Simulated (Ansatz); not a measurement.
# LaNiAg2, a known structure type with other elements, at an estimated volume

```xyz
8
Lattice="4.4058 0.0000 0.0000 2.2029 -5.3699 0.0000 0.0000 0.0000 -8.7144" Properties=species:S:1:pos:R:3 pbc="T T T"
La    2.2029   -0.6413   -6.5358
La    4.4058   -4.7286   -2.1786
Ni    4.4058   -2.9361   -6.5358
Ni    2.2029   -2.4337   -2.1786
Ag    2.2029   -3.7127   -8.2334
Ag    4.4058   -1.6571   -3.8762
Ag    4.4058   -1.6571   -0.4810
Ag    2.2029   -3.7127   -4.8382
```

Method: r2SCAN, no spin polarisation; PAW, plane waves to 500 eV, 8×8×4 Γ-centred mesh, fermi-dirac occupations (width 0.1 eV) (Ansatz 0.2.0), atoms fixed.

Task: What does the stress say?

Result: The pressure is -11.9 GPa (compression positive), so with the atoms held at these fractions the cell would first shrink. The principal stresses -12.5, -11.9, -11.2 GPa differ, so its shape would change too.

Task: Is there a gap?

Result: It is a metal, with about 5.2 states/eV a cell as the mean within 0.25 eV of the Fermi level, mostly La d (33 %) and Ni d (28 %).

Task: Give the Bader charges.

Result: Bader charges in e: La +1.55, Ni -0.49, Ag -0.53. In the mean La gives up most and Ag takes most.

Task: Describe some of the short contacts.

Result: Ni–Ag at 2.89 Å: least valence density 0.18 e/Å³ and ELF 0.20 there. La–Ni at 3.08 Å: least valence density 0.16 e/Å³ and ELF 0.15 there. Ag–Ag at 3.16 Å: least valence density 0.14 e/Å³ and ELF 0.14 there. These are pseudo-fields; inside the PAW spheres they differ from the all-electron ones.

Origin: a known structure type with other elements, at an estimated volume, so it need not be a known compound. Caveats: no spin polarisation, so a magnetic state may lie lower; f levels without a U or exact exchange are poorly placed.
